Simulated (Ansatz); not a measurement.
# Na₈MgCo₂O₈, one structure, two calculations

Cell: a computed structure from the Materials Project (it need not be an observed phase).

```
Na Mg Co O
1.0
     5.78597    0.00000    0.00000
     2.10955    5.47835    0.00000
     1.52929    2.31352    8.41102
Na Mg Co O
8 1 2 8
Direct
  0.94480 0.74482 0.30980
  0.47187 0.36983 0.93570
  0.46044 0.23669 0.32587
  0.43250 0.08360 0.72754
  0.91463 0.44489 0.63504
  0.42836 0.85633 0.14303
  0.97712 0.31713 0.17926
  0.03505 0.62662 0.84372
  0.88789 0.05700 0.52991
  0.97775 0.00204 0.97369
  0.45393 0.69498 0.49438
  0.71462 0.07879 0.12098
  0.72019 0.43440 0.40744
  0.19460 0.97499 0.37936
  0.27462 0.51656 0.63105
  0.65961 0.86100 0.53887
  0.18162 0.18766 0.94667
  0.87174 0.05711 0.76081
  0.17361 0.65337 0.07126
```

Atoms are numbered from 1 in the order listed; like atoms form one site, named after its first atom.

First run. All values are calculated (Ansatz; DFT, PBE, plane waves and PAW, scalar-relativistic, collinear spin, 420 eV cutoff, Γ-centred 5×5×3 k-points, Fermi–Dirac smearing 0.02 eV), not measured. Start moments as typed (μB): 4 on each Co, none on the rest. The program fits them to the shells of the files, so those used differ somewhat.

| site | atom | V_zz (10²¹ V/m²) | η | m (μB) |
| --- | --- | --- | --- | --- |
| Na2 | 2 | 1.02 | 0.82 | 0.00 |
| Na4 | 4 | -2.13 | 0.34 | 0.00 |
| Na6 | 6 | -1.33 | 0.89 | 0.00 |
| Na8 | 8 | 2.97 | 0.49 | 0.00 |
| Co10 | 10 | -12.60 | 0.78 | 2.56 |
| Co11 | 11 | -7.90 | 0.31 | -2.54 |
| O12 | 12 | 3.03 | 0.44 | 0.27 |
| O13 | 13 | 4.21 | 0.08 | -0.16 |
| O14 | 14 | 3.78 | 0.04 | -0.18 |
| O15 | 15 | 2.40 | 0.33 | -0.30 |
| O16 | 16 | 4.12 | 0.28 | -0.16 |
| O17 | 17 | -2.55 | 0.85 | 0.29 |
| O18 | 18 | 4.53 | 0.57 | 0.16 |
| O19 | 19 | 4.56 | 0.74 | 0.22 |

Second run. The same atoms and settings, except that the mesh is 6×6×4 and the Fermi–Dirac smearing is 0.05 eV.

Task: What does the second run give?

Result: 

| site | atom | V_zz | η | change of V_zz | m (μB) |
| --- | --- | --- | --- | --- | --- |
| Na2 | 2 | 1.02 | 0.82 | 0.00 | 0.00 |
| Na4 | 4 | -2.13 | 0.35 | 0.00 | 0.00 |
| Na6 | 6 | -1.31 | 0.91 | +0.02 | 0.00 |
| Na8 | 8 | 2.96 | 0.49 | -0.01 | 0.00 |
| Co10 | 10 | -10.03 | 0.69 | +2.57 | 2.56 |
| Co11 | 11 | -7.59 | 0.31 | +0.31 | -2.53 |
| O12 | 12 | 3.04 | 0.32 | +0.01 | 0.27 |
| O13 | 13 | 4.18 | 0.10 | -0.03 | -0.16 |
| O14 | 14 | 3.77 | 0.02 | -0.01 | -0.18 |
| O15 | 15 | 2.42 | 0.28 | +0.02 | -0.29 |
| O16 | 16 | 4.12 | 0.27 | 0.00 | -0.16 |
| O17 | 17 | -2.38 | 0.99 | +0.17 | 0.29 |
| O18 | 18 | 4.52 | 0.48 | -0.01 | 0.16 |
| O19 | 19 | 4.50 | 0.62 | -0.06 | 0.22 |

The largest change of V_zz is on Co10, from -12.60 to -10.03. In per cent, |V_zz| changes by 0 on Na, -20 to -4 on Co, -7 to +1 on O (all sites that start above 2). The table leaves out 5 of the 19 sites, with |V_zz| up to 2.71; their tensors move by 0.02 at most along any direction. The statements above cover all sites.

The moments were started parallel, and the run ended with some of them reversed. The program didn't check the stability of this electronic state in full, so a lower one may lie near. Semilocal functionals can leave a metal where correlation in the d or f shell opens a gap in the real compound, and that would change the values at and beside Co. With these PAW files V_zz is typically within 2 to 3 % of all-electron values, but misses above 10 % occur on Co. The run lost part of its start moments, as the program notes; a state with other moments may lie lower. The magnetic order is the one that the run reached from its start moments, not necessarily the measured one.
